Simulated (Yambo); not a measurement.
G0W0@PBEsol for BaAlSiH (space group P3m1, No. 156) in Yambo. Reference settings: 3×3×2 Γ-centred k mesh, 151 bands and a 8 Ry block in the screening, 151 bands in G with the Bruneval-Gonze terminator, plasmon pole fitted at 27.2 eV. The PBEsol gap A → (0, 0.333, 0) on this mesh is 1.05 eV; G0W0 gaps are taken between the same points.

With and without the terminator, as bands are cut:

```csv
bands in G (in W),"gap, terminator (eV)","gap, none (eV)","valence shift, terminator (eV)","valence shift, none (eV)"
50 (151),1.445,1.401,-0.430,-0.065
94 (151),1.447,1.427,-0.496,-0.355
151 (151),1.447,1.438,-0.509,-0.455
```

Over this range the gap spans 0.002 eV with the terminator and 0.037 eV without, the valence shift 0.079 eV and 0.390 eV. Neither column has reached its limit for certain.

Geometry relaxed with PBEsol; primitive cell a = 4.2991 Å, b = 4.2991 Å, c = 5.0620 Å, α = 90.00°, β = 90.00°, γ = 120.00°.

The structure is a Materials Project entry; no match was found in the copy of COD used, and its stability was not checked.

A shift is the quasiparticle energy of the state minus its PBEsol energy.
